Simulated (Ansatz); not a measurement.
Starting cell, Zr (hcp, Mg type):

```
CELL_PARAMETERS angstrom
      6.46252     0.00000     0.00000
     -1.61563     2.79835     0.00000
      0.00000     0.00000     5.17316
ATOMIC_POSITIONS crystal
  Zr 0.16667 0.66667 0.75000
  Zr 0.66667 0.66667 0.75000
  Zr 0.33333 0.33333 0.25000
  Zr 0.83333 0.33333 0.25000
```

In each cell atom 4 (Zr, nearest neighbour Zr at 3.189 Å; its periodic images, 3.2 Å or more away, move with it) moves by s·(1.000, 0.000, 0.000) (along Cartesian x), the rest being held.

Level of theory: PBE (plane waves to 420 eV, PAW, scalar-relativistic; Ansatz, a program for electronic structure). k mesh 13×13×7 (Γ-centred), Fermi-Dirac smearing 0.05 eV. E stands for the smeared free energy. Left out: 2 of 11 points, with atoms too close for the PAW data. With partly filled bands, energies and forces of such displacements shift with the k mesh and the smearing. Zr is run without spin polarisation. Zr was relaxed with its symmetry unable to fall. The zero of ΔE is the undisplaced structure. The last digit holds for this mesh only.

```
s (Å)   ΔE (meV/cell)
------  -------------
-0.512          608.6
-0.384       withheld
-0.256          155.8
-0.128           40.0
0.000             0.0
0.128            39.2
0.256           152.9
0.384           336.3
0.512           590.6
```

Q: Fit a polynomial form (powers 2, 3, 4) to the given rows and predict ΔE at s = -0.384.

A: Least squares on the 8 given rows: ΔE = (2361)·s² + (-70.05)·s³ + (-285.9)·s⁴, in meV/cell with s in Å; root-mean-square residual 0.93 meV/cell. At -0.384 the fit gives 345.9 meV/cell; the calculation gives 343.3 meV/cell, so the interpolation is off by 2.6 (+0.8 %). The quadratic term alone would give 348.1 meV/cell.

(A displaced cell: forces are minus the slopes of the energy, force constants its curvatures, and phonons follow from these.)
